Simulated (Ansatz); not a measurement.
Consider the following.

BaTiO3:
Space group Amm2 (No. 38); a = 3.964 Å, b = 5.716 Å, c = 5.748 Å, α = 90.00°, β = 90.00°, γ = 90.00°

```tsv
atom	site	symmetry	x	y	z
Ba	2a	mm2	0.0000	0.0000	0.9950
Ti	2b	mm2	0.5000	0.5000	0.9795
O	4e	m..	0.5000	0.2431	0.2663
O	2a	mm2	0.0000	0.0000	0.5130
```
(The calculation used a cell of 5 atoms; values per cell refer to that cell.)

This is the r²SCAN-relaxed structure.

Task: All from DFT-r²SCAN in the program Ansatz with PAW potentials, unless another level is named. Estimate the band gap.

Result: 2.66 eV (indirect).

Task: Next, the formation energy from the elements (no fitted shifts)?

Result: -3.38 eV/atom.

Task: Next, the electron effective mass with spin–orbit coupling?

Result: 0.55, 0.91, 1.4 mₑ (principal values).

This is a known low-temperature phase of the composition, computed here at zero pressure and temperature. The cell was relaxed with r²SCAN under the symmetry of its start. At this level the phase is dynamically unstable (imaginary phonons). No spin polarisation was allowed. The references are the lowest solids computed at this level, not always the standard phases (solids in place of the gases). Scalar-relativistic: spin–orbit coupling is off unless named, which matters more the heavier the elements.

Potentials: the earlier of the program's two PAW sets.
